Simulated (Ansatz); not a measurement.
A generator proposed this cell of InGa3As2.

```cif
data_structure
_symmetry_space_group_name_H-M 'R-3m:H'
_symmetry_Int_Tables_number 166
_cell_length_a 5.7049
_cell_length_b 5.7049
_cell_length_c 14.1853
_cell_angle_alpha 90.000
_cell_angle_beta 90.000
_cell_angle_gamma 120.000
_cell_volume 399.83
loop_
_atom_site_label
_atom_site_type_symbol
_atom_site_symmetry_multiplicity
_atom_site_Wyckoff_symbol
_atom_site_fract_x
_atom_site_fract_y
_atom_site_fract_z
_atom_site_occupancy
In1 In 3 b 0.33333 0.66667 0.16667 1
Ga1 Ga 9 e 0.00000 0.50000 0.00000 1
As1 As 6 c 0.66667 0.33333 0.20821 1
```

Theory: DFT PBE, scalar-relativistic, plane waves, PAW (Ansatz). Cutoff 420 eV; k points 6×6×6 on the computed 6-atom cell (Γ-centred); Gaussian smearing, width 0.10 eV; no spin polarisation.

The zero of energy is the elements' standard structures at the same level; no fitted shifts are applied.

Problem. How far from equilibrium is it?

Solution. The pressure is -1.4 GPa (the mean over three directions, positive in compression), the largest force is 0.07 eV/Å, and the energy is +0.35 eV/atom against the elements. The shortest distance is 2.85 Å.

Problem. How much does it gain on relaxing, and where does it end?

Solution. Relaxing gains about 0.10 eV/atom (the start's value is from the coarse mesh, so the gain is rough) in 19 ionic steps and ends at +0.25 eV/atom on the finer mesh. The symmetry stays R-3m (No. 166). The volume per atom grows by 3.6 %, from 22.2 to 23.0 Å³. The shortest distance goes from 2.85 Å (Ga–Ga) to 2.62 Å (Ga–Ga). The ratio c/a of the conventional cell changes by a factor of 1.34. Conventional cell: a = 5.233 Å, c = 17.467 Å. In is surrounded by 6 As at 3.04 Å and 6 Ga at 3.28 Å; Ga is surrounded by 4 Ga at 2.62 Å, 2 As at 2.99 Å and 2 In at 3.28 Å; As has 3 Ga at 2.99 Å, 3 In at 3.04 Å and 3 As at 3.09 Å.

The last run used a 12×12×12 mesh for its 6-atom cell and Gaussian smearing of 0.10 eV. The reference form of As is held partly by dispersion forces, which this level lacks. The relaxation can't lower the symmetry of the start. Symmetry constrained the relaxation, so the result can be a saddle point. Another cell of InGa3As2 relaxed alike, in P4/mmm, lies 142 meV/atom lower, so this cell isn't the stable form at this level.
